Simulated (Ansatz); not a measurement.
CrGe (rock salt, Fm-3m) at seven volumes, DFT-PBEsol in the program Ansatz with PAW potentials, scaled uniformly. One row is withheld.

```
V (Å³/atom)  P (GPa)
-----------  -------
13.640         14.89
14.089             ?
14.539          4.17
14.989          0.01
15.438         -3.44
15.888         -6.24
16.338         -8.72
```

Fit the shown pressures and predict the withheld one.

P = (3/2)B₀(x^(7/2) − x^(5/2))[1 + (3/4)(B′ − 4)(x − 1)] with x = (V₀/V)^(2/3). Least squares on the six rows gives V₀ = 14.993 Å³/atom, B₀ = 125 GPa, B′ = 4.89. At V = 14.089, x = 1.0423 and P = 9.05 GPa. The run itself gave 9.08 GPa.

The cell is a constructed one: a structure type filled with these elements; neither database checked (COD, Materials Project) lists it. Its standing as an ambient phase is unchecked. The PBEsol relaxation kept the symmetry of its start. At this level the phase is mechanically unstable. Magnetic state: ferromagnetic, chosen from 3 collinear starts compared on coarse meshes (ties went to the first, and starts can fall back to one state), not a proven ground state.

Potentials: the later of the program's two PAW sets.
